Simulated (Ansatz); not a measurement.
The calculation used DFT PBE, scalar-relativistic, plane waves, PAW in Ansatz 0.2.0. Settings: cutoff 420 eV, Γ-centred meshes spaced at most about 0.3 Å⁻¹, and about 0.25 Å⁻¹ or finer for metals (2π included), Gaussian smearing. No spin polarisation in the final relaxations.

Temperature and zero-point effects are left out. Both are relaxed sheets, periodic along a and b.

Two forms of Au were relaxed alike.

A.

```cif
data_structure
_symmetry_space_group_name_H-M 'P 1'
_symmetry_Int_Tables_number 1
_cell_length_a 2.6623
_cell_length_b 2.6622
_cell_length_c 23.8000
_cell_angle_alpha 90.000
_cell_angle_beta 90.000
_cell_angle_gamma 90.000
_cell_volume 168.69
loop_
_atom_site_label
_atom_site_type_symbol
_atom_site_fract_x
_atom_site_fract_y
_atom_site_fract_z
_atom_site_occupancy
Au1 Au 0.00000 0.00000 0.29412 1
```

B.

```cif
data_structure
_symmetry_space_group_name_H-M 'P 1'
_symmetry_Int_Tables_number 1
_cell_length_a 4.7487
_cell_length_b 4.7487
_cell_length_c 24.6424
_cell_angle_alpha 90.000
_cell_angle_beta 90.000
_cell_angle_gamma 120.000
_cell_volume 481.24
loop_
_atom_site_label
_atom_site_type_symbol
_atom_site_fract_x
_atom_site_fract_y
_atom_site_fract_z
_atom_site_occupancy
Au1 Au 0.33333 0.66667 0.30435 1
Au2 Au 0.66667 0.33333 0.30435 1
Au3 Au 0.00000 0.00000 0.30435 1
```

Task: Which form is favoured at zero pressure, and by what margin per atom?

Result: B is lower, by 0.31 eV/atom. A has layer group p4/mmm (No. 61), 7.1 Å²/atom and no gap on its mesh; B has layer group p6/mmm (No. 80), 6.5 Å²/atom and no gap. Counting all near atoms (those within 1.25 times the shortest distance at each site), A has Au 4 and B has Au 6. Both come from invented guesses.

Spin–orbit coupling, which can matter for Au, is left out. Cells relaxed within their symmetry can be saddle points.
